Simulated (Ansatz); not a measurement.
Level: m-r2SCAN, no spin polarisation; 500 eV; 5×8×5 Γ-centred mesh; fermi-dirac occupations (width 0.1184 eV); Ansatz 0.2.0, fixed geometry.

Computed maps in the lattice plane spanned by a (left to right, 7.25 Å, 22 points from zero) and c (bottom to top, 7.81 Å, 24 points from zero), 90° apart, at height 0.250 along b. The fields are smooth PAW ones with compensation charges, not the true ones near nuclei.

Valence density. Digits on a logarithmic scale: 0 up to 0.03 e/Å³, each further digit a factor of 1.6, 9 from 1.3 e/Å³ up:
```
4444555444444445667654
3344444446776544455544
4444444468999754444444
7654433479999964334456
9974333489999964334589
9985333479999853334799
9996433458999743334899
9996433445676544334799
9975444444444444444689
7654445554433444444467
4444566765444445554444
3344679987544444455443
3345799998655432245443
3345799999655532234443
3345799998655532245433
3345689997555544455433
3344567765544455555443
3344556554433445565544
4445555544333445677655
5554445543333456899975
5553224543333457999986
5553223444333457999996
5543224544333457999986
4444445544333446799875
```

ELF. Ten even steps from '0' (0.00) to '9' (0.86):
```
4456666531110134433344
1245665213674103555542
0014553138999611455310
5311342169879931242114
9951131179649941221279
8993121169989931211699
4994122127999511311796
7993124211453113421698
9961145531000145531389
7410355554212456652136
1013443334444566665311
2245332233455531257753
5555320003467500017876
5564310002478600106886
4454310003489700016765
2345332123578742367643
2346543334566677887543
4456776555444567765554
6667788754323465433345
7874236764323453321235
8970001676544543100034
7860010688655643100024
6750001787655553200034
5553125775322453322334
```

**Question.** The cell is YAlSn. Which atoms lie within 0.2 Å of this plane, and where (fractions of a and c)?

**Answer.** Sn at (0.31, 0.41), Sn at (0.81, 0.09), Al at (0.20, 0.08), Al at (0.70, 0.42), Y at (0.99, 0.70), Y at (0.49, 0.80). The whole cell:
```
CELL_PARAMETERS angstrom
7.25390 0.00000 0.00000
0.00000 4.51867 0.00000
0.00000 0.00000 7.81173
ATOMIC_POSITIONS crystal
Sn 0.30680 0.25000 0.41280
Sn 0.19320 0.75000 0.91280
Sn 0.80680 0.25000 0.08720
Sn 0.69320 0.75000 0.58720
Al 0.19850 0.25000 0.08430
Al 0.30150 0.75000 0.58430
Al 0.69850 0.25000 0.41570
Al 0.80150 0.75000 0.91570
Y 0.98940 0.25000 0.70390
Y 0.51060 0.75000 0.20390
Y 0.48940 0.25000 0.79610
Y 0.01060 0.75000 0.29610
```

Origin: a known structure type with other elements, at an estimated volume, so it need not be a known compound. Caveats: m-r2SCAN is r2SCAN with a changed spin dependence that lowers moments.
